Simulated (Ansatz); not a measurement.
# Data sheet: Al$_{2}$Ru (DFT)

Al2Ru:
```
CELL_PARAMETERS angstrom
      0.00000     3.98957     4.39147
      2.35319     0.00000     4.39147
      2.35319     3.98957     0.00000
ATOMIC_POSITIONS crystal
  Al 0.07903 0.42097 0.07903
  Al 0.42097 0.07903 0.42097
  Al 0.17097 0.82903 0.17097
  Al 0.82903 0.17097 0.82903
  Ru 0.75000 0.75000 0.75000
  Ru 0.50000 0.50000 0.50000
```

Space group Fddd (No. 70); conventional cell a = 4.7064 Å, b = 7.9791 Å, c = 8.7829 Å, α = β = γ = 90.00°.

Method: r²SCAN in the plane-wave PAW code Ansatz. The cell and atoms are relaxed at this level. Other levels are named where they apply.

**Cell and energy**

| Property | Value |
|---|---|
| Volume per atom | 13.74 Å³ |
| Density | 6.24 g/cm³ |
| Formation energy from the elements (no fitted shifts) | -0.77 eV/atom |

**Electronic structure**

| Property | Result |
|---|---|
| Band gap | 0.17 eV (indirect) |
| Valence-band maximum | at Γ |
| Conduction-band minimum | on the Γ–Σ0 line, 79 % of the way from Γ (k = 0.000, 0.323, 0.323 in fractions of the reciprocal vectors) (2 equivalent valleys) |
| Smallest direct gap on the standard path | 1.37 eV |
| Electron effective mass | 0.90, 1.8, 2.0 mₑ (principal values) |
| Hole effective mass | 0.12, 0.27, 0.51 mₑ (principal values) |

**Mechanics**

| Item | Value |
|---|---|
| Bulk modulus (Birch–Murnaghan fit) | 183 GPa |
| Pressure derivative B′ | 4.3 |

**Charges**

| Quantity | Result |
|---|---|
| Bader charges | Al +1.76, Ru -3.52 e |

The workflow started from a Materials Project entry (that database holds measured and hypothetical structures alike); the Crystallography Open Database copy checked does not list it. Its standing as an ambient phase is unchecked. Symmetry was held in the r²SCAN relaxation; whether a distortion lowers the energy is not shown. The run is not spin-polarised. The references are the lowest solids computed at this level, not always the standard phases. Scalar-relativistic: spin–orbit coupling is off unless named, which matters more the heavier the elements.

Potentials: the later of the program's two PAW sets.
